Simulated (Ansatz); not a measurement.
# Ga₄SnS₇: levels and charges under dearer methods

A database entry relaxed whole under r2SCAN at zero pressure (Pc, No. 7):

```
CELL_PARAMETERS angstrom
7.31120 0.00000 0.00919
0.00000 6.41913 0.00000
-3.54118 0.00000 12.00387
ATOMIC_POSITIONS crystal
Ga 0.37689 0.42503 0.33054
Ga 0.37689 0.57497 0.83054
Ga 0.63216 0.92720 0.32459
Ga 0.63216 0.07280 0.82459
Ga 0.49804 0.75315 0.56488
Ga 0.49804 0.24685 0.06488
Ga 0.12777 0.93932 0.32258
Ga 0.12777 0.06068 0.82258
Sn 0.97653 0.63224 0.52105
Sn 0.97653 0.36776 0.02105
S 0.09043 0.27017 0.25840
S 0.09043 0.72983 0.75840
S 0.73061 0.93921 0.51591
S 0.73061 0.06079 0.01591
S 0.60481 0.26275 0.25921
S 0.60481 0.73725 0.75921
S 0.34404 0.75648 0.25191
S 0.34404 0.24352 0.75191
S 0.21934 0.93567 0.51405
S 0.21934 0.06433 0.01405
S 0.86021 0.74128 0.27890
S 0.86021 0.25872 0.77890
S 0.49106 0.41975 0.51494
S 0.49106 0.58025 0.01494
```

Its volume is 23.48 Å³ an atom, +2.5 % against the entry's 22.91, a measured cell (2014, 293 K).

Single points on this cell with plane-wave PAW DFT (Ansatz 0.2.0; r2SCAN 500 eV, hybrids 420 eV; fermi-dirac occupations of width 0.020 eV; no moments): r2SCAN on a 4×4×4 Γ-centred mesh; r2SCAN with spin-orbit coupling on a 2×2×2 Γ-centred mesh; HSE06 on a 2×4×2 Γ-centred mesh; PBE0 on a 2×4×2 Γ-centred mesh.

**Question.** What does each level give for gap and charges?

**Answer.** The runs give:

```tsv
level	gap (eV), or kind	pressure (GPa)	Bader charge of Ga (e)	Bader charge of Sn (e)	Bader charge of S (e)
r2SCAN	2.70	0.0	+1.32	+1.09	-0.91
r2SCAN with spin-orbit coupling	2.70	0.1	+1.32	+1.08	-0.91
HSE06	3.25	0.4	+1.35	+1.12	-0.93
PBE0	3.94	0.2	+1.35	+1.13	-0.93
```

Under r2SCAN the gap is 2.70 eV, over mesh and band path. HSE06 moves it by +0.55 eV and PBE0 by +1.24 eV; PBE0 keeps its exact exchange at long range, which widens the gap over HSE06's by 0.69 eV on their common mesh. Spin-orbit coupling moves the r2SCAN gap by +0.00 eV.

Caveats: the relaxation kept the start's symmetry; HSE06 is read on its mesh and at the zone's corners, PBE0 on its mesh alone; hybrid pressures are good to a few tenths of a GPa; pressure is positive in compression.
